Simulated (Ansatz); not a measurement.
LaSi2Ag2:
```
CELL_PARAMETERS angstrom
     -2.15590     2.15590     5.31923
      2.15590    -2.15590     5.31923
      2.15590     2.15590    -5.31923
ATOMIC_POSITIONS crystal
  Ag 0.75000 0.25000 0.50000
  Ag 0.25000 0.75000 0.50000
  Si 0.38987 0.38987 0.00000
  Si 0.61013 0.61013 0.00000
  La 0.00000 0.00000 0.00000
```

Relaxed with r²SCAN.

Q: Map the electron localisation function on the plane through (0.750, 0.250, 0.500) spanned by u = [1, 1, 0] and v = [1, 0, 1] in lattice vectors, from the program Ansatz at the r²SCAN level (PAW).

A: x is the fraction of u, y of v (the angle between them is 90°; rows are the nearest grid lines); atoms in the plane: Ag at (0.00, 0.00), Ag at (0.50, 0.00), Si at (0.14, 0.50), Si at (0.36, 0.50), La at (0.75, 0.50).
```
|9864223211011232246886422321101123224689|
|9864223321012332246886422321000123224689|
|7753234421112443235775422221000122224577|
|6642245543234554224664322210000012223466|
|4432367654445676323443222111121111222344|
|3223678766566787632232221113565311122233|
|2236888877677888863222211147898741112222|
|2357887788888778875322110379999972011222|
|2468765678887656786421101599989995101122|
|3577532379997323577521001799636997100123|
|3565343269996234356511002898101898200113|
|3565255269996255256511002897000798200113|
|3565343269996234356511002898101898200113|
|3577532379997323577521001799636997100123|
|2468765678887656786421101599989995101122|
|2357887788888778875322110279999973011222|
|2236888877677888863222211147898741112222|
|3223678766566787632232221113565311122233|
|4432367654445676323443222111121111222344|
|6642245543234554224664322210000012223466|
|7753234421112443235775422221000122224577|
|9864223321012332246886422321000123224689|
|9864223211011232246886422321101123224689|
```
Scale: ten equal steps from 0.001 (start of '0') to 0.868 (end of '9'), in the order '0123456789'; x runs from 0.000 to 1.00, y from 0.000 (bottom) to 1.00 (top).

The density is the valence pseudo-density with augmentation charge, so density and ELF within about 1 Å of a nucleus are not all-electron values.

Space group I4/mmm. The workflow started from an entry of the Crystallography Open Database (COD). Its standing as an ambient phase is unchecked. The r²SCAN relaxation kept the symmetry of its start; whether a distortion lowers the energy is not shown. No spin polarisation was allowed. Spin–orbit coupling is left out wherever it is not named.

Potentials: the later of the program's two PAW sets.
